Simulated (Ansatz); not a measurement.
Level of theory: Ansatz, DFT PBE, scalar-relativistic, plane waves, PAW. Cutoff 420 eV, Γ-centred meshes of about 0.25 Å⁻¹ or finer for metals and 0.3 Å⁻¹ for insulators (2π included), Gaussian smearing. No spin polarisation.

All energies are static (0 K, no zero-point motion).

Two relaxed structures of Na3AlO3:

A.

```xyz
14
Lattice="6.9624 0.0000 0.0000 -3.4812 6.0296 0.0000 0.0000 0.0000 4.9253" Properties=species:S:1:pos:R:3 pbc="T T T"
Na    1.9997    4.5201    3.6940
Na   -0.5666    2.0378    3.6940
Na   -1.4332    5.5014    3.6940
Na    1.4815    1.5096    1.2313
Na    4.0478    3.9919    1.2313
Na    4.9144    0.5282    1.2313
Al    3.4812    2.0099    3.6940
Al    0.0000    4.0198    1.2313
O     1.7733    1.7876    3.6940
O     4.5277    0.6419    3.6940
O     4.1426    3.6001    3.6940
O    -0.6614    2.4295    1.2313
O     1.7079    4.2421    1.2313
O    -1.0465    5.3877    1.2313
```

B.

```xyz
14
Lattice="2.9441 -6.3941 0.0000 2.9441 6.3941 0.0000 -1.4157 0.0000 5.3353" Properties=species:S:1:pos:R:3 pbc="T T T"
Na    2.2363   -3.3235    2.6677
Na    2.2363    3.3235    2.6677
Na    0.7078    0.0000    2.5114
Na    3.7648    0.0000    2.8239
Na    2.9441   -2.1394    0.0000
Na    2.9441    2.1394    0.0000
Al    2.9441    5.1194    0.0000
Al    2.9441   -5.1194    0.0000
O     3.5869   -2.1320    4.0878
O     0.8857   -2.1320    1.2475
O     4.8339    0.0000    0.8094
O     3.5869    2.1320    4.0878
O     0.8857    2.1320    1.2475
O    -0.3614    0.0000    4.5259
```

Problem. Which form is favoured at zero pressure, and by what margin per atom?

Solution. B is lower, by 134 meV/atom. A has space group P6_3/m (No. 176), 14.8 Å³/atom and a gap of 2.03 eV on its mesh; B has space group C2/m (No. 12), 14.3 Å³/atom and a gap of 2.52 eV. Counting O atoms around Al and Na (those within 1.25 times the shortest such distance or 1.15 times the sum of covalent radii; a plus sign parts nearer from farther groups; a slash parts the counts of unlike sites), A has Na 4+1, Al 3 and B has Na 4/4+2, Al 4. Both come from trial cells of a structure search, whose lowest cell (P-1, 14.0 Å³/atom) lies 27 meV/atom below the lower of the two.

Kohn–Sham gaps at this level usually fall short of measured ones. With atoms moved at random, B (by 27 meV/atom) fell into a lower structure. A had no clear such test and can be a saddle point. Some types were kept out of the candidates beforehand, so the set may lack a known form.
